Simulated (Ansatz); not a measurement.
ZrAl3 in space group I4/mmm (No. 139; Al on 4c, Al on 4d, Al on 4e, Zr on 4e) at seven volumes, PBEsol in the plane-wave PAW code Ansatz, shape and atoms relaxed at each. One row is withheld.

```
V (Å³/atom)  P (GPa)
-----------  -------
15.515             ?
16.027          7.60
16.538          3.52
17.050          0.00
17.561         -3.02
18.073         -5.61
18.584         -7.84
```

**Question.** Fit the shown pressures and predict the withheld one.

**Answer.** P = (3/2)B₀(x^(7/2) − x^(5/2))[1 + (3/4)(B′ − 4)(x − 1)] with x = (V₀/V)^(2/3). Least squares on the six rows gives V₀ = 17.050 Å³/atom, B₀ = 108 GPa, B′ = 4.06. At V = 15.515, x = 1.0649 and P = 12.34 GPa. The run itself gave 12.36 GPa.

The workflow started from an entry of the Crystallography Open Database (COD). Whether it is the stable phase at ambient conditions was not checked. The cell was relaxed with PBEsol under the symmetry of its start; whether a distortion lowers the energy is not shown. No spin polarisation was allowed.

Potentials: the later of the program's two PAW sets.
